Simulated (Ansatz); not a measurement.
**LuSi2Os2 in Ansatz, relaxation**

Input:

```yaml
crystal:
  lattice:
    - [0.0, 4.171219, 0.0]
    - [4.171219, 0.0, 0.0]
    - [2.08561, 2.08561, -4.84656]
  atoms:
    - { symbol: Os, position: [0.75, 0.25, 0.5] }
    - { symbol: Os, position: [0.25, 0.75, 0.5] }
    - { symbol: Lu, position: [0.0, 0.0, 0.0] }
    - { symbol: Si, position: [0.375, 0.375, 0.25] }
    - { symbol: Si, position: [0.625, 0.625, 0.75] }
  symmetry: { tolerance: 0.0003 }
kpoints:
  mp_grid: { grid: [7, 7, 7], shift: [0, 0, 0] }
magnetization:
  spin_polarized: false
scf:
  occupations: { method: fermi_dirac, width: 0.0775 }
  lower_state_search: "off"
hamiltonian:
  pseudopotentials: { kind: paw }
  xc: r2scan
basis:
  ecutwfc: 500
  fft_grid_basis: typed
relax:
  max_steps: 40
  f_tol: 0.03
output:
  forces: true
  stress: true
  eigenvalues: true
  bader: true
  populations: true
  elf: true
  write_potential: true
  volumetric_format: npy
  dos:
    e_range: [-12, 8]
    de: 0.05
    projected: { site_lists: { Lu: [Lu], Os: [Os], Si: [Si] } }
  write_density: true
checkpoint:
  read: saved_state
```

Launch command:

```bash
ansatz run input.yaml --threads 2 --pin off --max-ram 3584MiB --backend cpu --events-out ev --progress --plain --runs-dir out
```

Origin of the cell: a database entry, scaled a little.

The saved state is a converged single point of the same cell.

Excerpt of the output:

```
SCF iter   1: F=-38820.742592 eV  HF=-38820.744265 eV  Δρ=2.55e-3  dr2=6.20e-3  dr2_τ=1.96e-3
SCF iter   2: F=-38820.745672 eV  HF=-38820.746140 eV  Δρ=1.24e-3  dr2=1.32e-3  dr2_τ=1.73e-4
SCF iter   3: F=-38820.746127 eV  HF=-38820.746325 eV  Δρ=3.21e-4  dr2=2.15e-4  dr2_τ=3.51e-5
SCF iter   4: F=-38820.746227 eV  HF=-38820.746309 eV  Δρ=1.93e-4  dr2=3.30e-5  dr2_τ=3.63e-6
SCF iter   5: F=-38820.746278 eV  HF=-38820.746283 eV  Δρ=1.09e-4  dr2=1.03e-5  dr2_τ=6.57e-7
SCF iter   6: F=-38820.746283 eV  HF=-38820.746283 eV  Δρ=2.72e-5  dr2=8.74e-7  dr2_τ=2.21e-8
SCF iter   7: F=-38820.746283 eV  HF=-38820.746283 eV  Δρ=6.89e-6  dr2=5.50e-8  dr2_τ=4.05e-9
relax step   1: F+E_penalty+E_count = -38820.746283 eV  Δ(F+E_penalty+E_count) = +0.000e0 eV  max|allowed force component| = 7.145e-1 eV/Å  Δτ_max = 0.0000 Å  (7 SCF iters, accepted)
relax step   2: F+E_penalty+E_count = -38820.770453 eV  Δ(F+E_penalty+E_count) = -2.417e-2 eV  max|allowed force component| = 2.562e-1 eV/Å  Δτ_max = 0.0251 Å  (6 SCF iters, dr2 threshold 3.19e-5 eV, accepted)
relax step   3: F+E_penalty+E_count = -38820.774260 eV  Δ(F+E_penalty+E_count) = -3.807e-3 eV  max|allowed force component| = 4.733e-3 eV/Å  Δτ_max = 0.0147 Å  (5 SCF iters, dr2 threshold 4.10e-6 eV, accepted)
relax step   4: F+E_penalty+E_count = -38820.774260 eV  Δ(F+E_penalty+E_count) = -5.499e-7 eV  max|allowed force component| = 4.999e-3 eV/Å  Δτ_max = 0.0000 Å  (5 SCF iters, accepted)
SCF 5 converged in 2 iterations: F = -38820.774260 eV  dr2 = 1.45e-8
SCF converged after 2 iterations
Free energy (F): -38820.774260 eV
Harris-Foulkes:  -38820.774260 eV  (|F-HF|=1.67e-9)
Internal energy: -38820.723424 eV  (E = F + TS)
E sigma→0 (E₀):  -38820.748842 eV
Entropy (-TS):   -0.050837 eV (-10.167 meV/atom)
Fermi energy:    16.364861 eV
--- Per-component energies (eV) ---
  E_band       = -300.608563
  E_kinetic    = 1635.345953
  E_local      = -9528.789738  (includes V_loc(G=0)·N_el)
  E_nonlocal   = 614.844093
  E_hartree    = 4010.724140
  E_xc         = -826.907547
  E_vxc        = -1025.868161  (∫ρ·V_xc dr)
  E_paw        = -26500.635564  (= ΣΔE_a)
  E_vpaw       = -75.120455  (= ΣTr[D̂ρ^β])
  E_aug_tail   = -0.000259  (compensation charges beyond the density's cutoff)
  E_vtau       = 57.530067  (kinetic-family band-sum trace: ∫τ·v_τ [+ j·A + Jᵃ·Aᵃ] dr)
  E_ewald      = -8225.059133
  E_core_change = -0.245369  (= ΣΔE_core)
  E_smearing   = -0.050837  (= −TS)
  Σ components = -38820.774260   (vs F -38820.774260, Δ=0.00e0)
--- Forces (eV/Å), atoms counted from 1 ---
  atom   1  Os     0.000000     0.000000    -0.000000
  atom   2  Os    -0.000000    -0.000000     0.000000
  atom   3  Lu     0.000000     0.000000     0.000000
  atom   4  Si     0.000000     0.000000    -0.004962
  atom   5  Si    -0.000000    -0.000000     0.004962
  max |Σ_I F_I| component: 1.39e-17 eV/Å
--- Stress (GPa, compression-positive) ---
       -5.123899      -0.000000       0.000000
       -0.000000      -5.123899       0.000000
        0.000000       0.000000      -7.597157
  P = ⅓ Tr σ = -5.9483 GPa (-59.483 kbar)
--- Relaxed structure (4 steps of the walk, 4 accepted, 0 SCFs on fresh bases) ---
  F+E_penalty+E_count = -38820.774260 eV   max|allowed force component| = 4.999e-3 eV/Å
  atoms:
    - { symbol: Os, position: [0.75, 0.250000, 0.500000] }
    - { symbol: Os, position: [0.250000, 0.75, 0.500000] }
    - { symbol: Lu, position: [0.0, 0.0, 0.0] }
    - { symbol: Si, position: [0.370888, 0.370888, 0.258225] }
    - { symbol: Si, position: [0.629112, 0.629112, 0.741775] }
--- Löwdin populations: 5 sites ---
  site symbol       q [e]
     0     Os     15.8213
     1     Os     15.8213
     2     Lu     24.5668
     3     Si      4.1531
     4     Si      4.1531
  spilling = 0.007453 (of n_electrons = 65.000000)
--- Bader charges: 5 sites ---
  site symbol  charge [e]  shift [e]
     0     Os     -1.5299     0.0415
     1     Os     -1.5299     0.0415
     2     Lu      1.7984     0.0000
     3     Si      0.6307     0.0415
     4     Si      0.6308     0.0415
  estimated error of the sums over rays = 8.3e-4 e
```

The starting structure.

Space group I4/mmm (No. 139); the run's cell has a = 4.171 Å, b = 4.171 Å, c = 5.674 Å, α = 68.43°, β = 68.43°, γ = 90.00°. Shortest distances: Os–Si 2.41 Å, Si–Si 2.42 Å, Os–Os 2.95 Å, Lu–Si 3.19 Å, Lu–Os 3.20 Å.

The relaxed structure.

Space group I4/mmm (No. 139); the run's cell has a = 4.171 Å, b = 4.171 Å, c = 5.674 Å, α = 68.43°, β = 68.43°, γ = 90.00°. Shortest distances: Os–Si 2.39 Å, Si–Si 2.50 Å, Os–Os 2.95 Å, Lu–Os 3.20 Å, Lu–Si 3.20 Å.

```
Free energy lowered by  : 5.6 meV/atom
Final pressure          : -5.95 GPa
Relaxation steps listed : 4
```

Caveats: no moments, though an odd count or open d shells may carry them; no spin-orbit coupling, though heavy elements are present; the SCF threshold is looser than advised for a stress; the relaxation held the start's symmetry, so the end may be a saddle point.

Time: 55 s on 2 threads of AMD EPYC 9R14 (Zen 4), with other jobs on the host, peak memory 0.78 GiB, from a saved density.
